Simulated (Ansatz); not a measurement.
Starting cell, GaSb (zinc blende):

```yaml
crystal:
  lattice:
    - [0.00000, 6.13244, 6.13244]
    - [3.06622, 0.00000, 3.06622]
    - [3.06622, 3.06622, 0.00000]
  atoms:
    - { symbol: Sb, position: [0.37500, 0.75000, 0.75000] }
    - { symbol: Sb, position: [0.87500, 0.75000, 0.75000] }
    - { symbol: Ga, position: [0.00000, 0.00000, 0.00000] }
    - { symbol: Ga, position: [0.50000, 0.00000, 0.00000] }
```

In this cell atom 2 (Sb, nearest neighbour Ga at 2.655 Å; its periodic images, 4.3 Å or more away, move with it) is moved by s along Cartesian x, unit vector (1.000, 0.000, 0.000); all other atoms and the cell stay fixed.

All values below come from r2SCAN (plane waves to 500 eV, PAW, scalar-relativistic; Ansatz, a program for electronic structure). k mesh 11×11×11 (Γ-centred), Fermi-Dirac smearing 0.05 eV. E stands for the smeared free energy. As the smearing reaches across the gap at some points, energies and forces of such displacements shift with the k mesh and the smearing. GaSb was relaxed with its symmetry unable to fall. Spin-orbit coupling is left out, though Sb is heavy. The zero of ΔE is the undisplaced structure. The last digit holds for this mesh only.

| s (Å) | ΔE (meV/cell) |
|---|---|
| -0.800 | 2307.9 |
| -0.640 | withheld |
| -0.480 | 942.3 |
| -0.320 | 434.8 |
| -0.160 | 111.2 |
| 0.000 | 0.0 |
| 0.160 | 111.5 |
| 0.320 | 435.6 |
| 0.480 | 940.7 |
| 0.640 | 1580.4 |
| 0.800 | 2294.2 |

Fit a polynomial form (powers 2, 3, 4) to the given rows and predict ΔE at s = -0.640.

Least squares on the 10 given rows: ΔE = (4362)·s² + (-13.77)·s³ + (-1199)·s⁴, in meV/cell with s in Å; root-mean-square residual 0.91 meV/cell. At -0.640 the fit gives 1589.1 meV/cell; the calculation gives 1587.4 meV/cell, so the interpolation is off by 1.7 (+0.1 %). The quadratic term alone would give 1786.7 meV/cell.

(For displaced atoms, the force is minus the slope of the energy, and its curvature is a force constant, which sets phonon frequencies.)
